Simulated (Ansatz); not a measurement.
Band structure of Bi$_{2}$Se$_{3}$

```yaml
crystal:
  lattice:
    - [2.07150, 1.19598, 9.54533]
    - [-2.07150, 1.19598, 9.54533]
    - [0.00000, -2.39196, 9.54533]
  atoms:
    - { symbol: Bi, position: [0.40080, 0.40080, 0.40080] }
    - { symbol: Bi, position: [0.59920, 0.59920, 0.59920] }
    - { symbol: Se, position: [0.00000, 0.00000, 0.00000] }
    - { symbol: Se, position: [0.21170, 0.21170, 0.21170] }
    - { symbol: Se, position: [0.78830, 0.78830, 0.78830] }
```

Atoms are numbered in the order listed.

The cell is COD entry 9011965, as deposited and not checked against the literature; nothing was relaxed.

No spin–orbit coupling, which matters for the heavy atoms here.

Level of theory: DFT, PBEsol, all-electron LAPW, scalar-relativistic in Ansatz 0.2.0.

Sampling and basis: a Γ-centred 6×6×6 k mesh, Fermi–Dirac smearing of 0.03 eV, basis error target 0.5 meV/atom, no spin polarisation.

Points in fractions of the reciprocal vectors of this cell: Γ (0, 0, 0), T (0.5, 0.5, 0.5), H2 (0.823, 0.177, 0.5), H0 (0.5, -0.177, 0.177), L (0.5, 0, 0), S0 (0.339, -0.339, 0), S2 (0.661, 0, 0.339), F (0.5, 0, 0.5). The path joins them by straight lines in the order Γ–T–H2–H0–L–Γ–S0–S2–F; legs that retrace an earlier one aren't tabulated. Energies are in eV from the top of the valence band.

Question: Is there a gap, and where are the band edges?

Answer: 0.14 eV, direct at Γ (so small a gap may close at points that the mesh and path miss).

Question: List the levels between -20 and 8 eV at the symmetry points.

Answer: 
Γ: -14.45, -13.72, -12.85, -9.54, -8.77, -2.22, -2.12, -1.87 (×4), -1.20 (×2), 0.00, 0.14, 1.37 (×2), 2.08, 2.70 (×2), 5.75, 6.93, 6.95 (×3), 7.72 (×2)
T: -14.29, -14.06, -12.55, -9.98, -8.39, -2.70, -1.98 (×2), -1.62 (×2), -1.57, -1.37 (×2), -0.48, 0.59, 1.68 (×2), 2.01, 2.35 (×2), 5.71, 6.62 (×2), 6.86, 7.26
H2: -12.40, -12.39, -12.33, -10.88, -10.87, -4.96, -4.41, -4.38, -4.06, -3.36, -2.66, -1.89, -1.07, -0.70, 1.61, 2.20, 2.84, 3.76, 4.45, 4.51, 6.02, 6.63, 7.28, 7.39, 7.42
H0: -12.40, -12.39, -12.33, -10.88, -10.87, -4.96, -4.41, -4.38, -4.06, -3.36, -2.66, -1.89, -1.07, -0.70, 1.61, 2.20, 2.84, 3.76, 4.45, 4.51, 6.02, 6.63, 7.28, 7.39, 7.42
L: -12.71, -12.60, -12.56, -10.73, -10.36, -5.47, -3.54, -3.47, -3.32, -3.03, -3.02, -2.17, -1.22, -0.56, 0.78, 1.90, 2.91, 3.13, 3.99, 4.15, 4.24, 6.06
S0: -12.39, -12.38, -12.33, -10.89, -10.87, -4.98, -4.48, -4.33, -4.08, -3.02, -3.02, -1.75, -1.23, -0.68, 1.62, 2.49, 2.58, 4.01, 4.16, 4.56, 6.04, 6.84, 6.99, 7.40, 7.41
S2: -12.39, -12.38, -12.33, -10.89, -10.87, -4.98, -4.48, -4.33, -4.08, -3.02, -3.02, -1.75, -1.23, -0.68, 1.62, 2.49, 2.58, 4.01, 4.16, 4.56, 6.04, 6.84, 6.99, 7.40, 7.41
F: -12.73, -12.57, -12.56, -10.83, -10.26, -5.13, -4.37, -3.88, -3.52, -2.58, -1.92, -1.89, -1.63, -1.01, 1.29, 1.92, 2.58, 2.96, 3.50, 3.80, 5.27, 6.75, 7.29

Kohn–Sham gaps of semilocal functionals usually fall short of measured ones.
